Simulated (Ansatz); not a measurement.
AlTi$_{3}$S$_{6}$:
```yaml
crystal:
  lattice:
    - [5.78586, 0.00000, 0.00000]
    - [-2.89293, 5.01070, 0.00000]
    - [0.00000, 0.00000, 5.73331]
  atoms:
    - { symbol: S, position: [0.33722, 0.00000, 0.73949] }
    - { symbol: S, position: [0.66278, 0.66278, 0.73949] }
    - { symbol: S, position: [0.00000, 0.33722, 0.73949] }
    - { symbol: Ti, position: [0.00000, 0.00000, 0.00000] }
    - { symbol: Ti, position: [0.33333, 0.66667, 0.00000] }
    - { symbol: Ti, position: [0.66667, 0.33333, 0.00000] }
    - { symbol: S, position: [0.33722, 0.33722, 0.26051] }
    - { symbol: S, position: [0.66278, 0.00000, 0.26051] }
    - { symbol: S, position: [0.00000, 0.66278, 0.26051] }
    - { symbol: Al, position: [0.00000, 0.00000, 0.50000] }
```

Relaxed with PBE+D3(BJ). Special points in fractions of this cell's reciprocal vectors: Γ (0.000, 0.000, 0.000); M (0.500, 0.000, 0.000); K (0.333, 0.333, 0.000); A (0.000, 0.000, 0.500); L (0.500, 0.000, 0.500); H (0.333, 0.333, 0.500); H2 (0.333, 0.333, -0.500).

Q: List the band energies nearest the Fermi level at these points for DFT-PBE+D3(BJ) in the program Ansatz with PAW potentials.

A: In eV from the Fermi level; about four levels below and three above (degenerate sets whole), none deeper than 8.9 eV; points with the same levels are listed once.

```tsv
k	below	above
Γ	-1.26 -0.83 -0.83 -0.14	0.25 0.25 0.97
M	-2.58 -2.34 -1.97 -0.73	0.02 0.15 0.73
K	-2.12 -0.81 -0.40 -0.40	0.97 1.20 1.20
A	-3.02 -3.02 -1.11 -1.11	0.19 0.19 0.68
L	-2.70 -2.41 -2.05 -0.98	0.11 0.40 0.50
H	-1.83 -0.86 -0.46 -0.46	0.84 1.33 1.33
```

Space group P-31m. The cell is a constructed one: a structure type filled with these elements; neither database checked (COD, Materials Project) lists it. Its standing as an ambient phase is unchecked. The PBE+D3(BJ) relaxation kept the symmetry of its start; its stability against distortions is not shown here. The run is not spin-polarised. With an odd number of electrons in the cell and no spin polarisation, the count alone makes it a metal.

Potentials: the later of the program's two PAW sets.
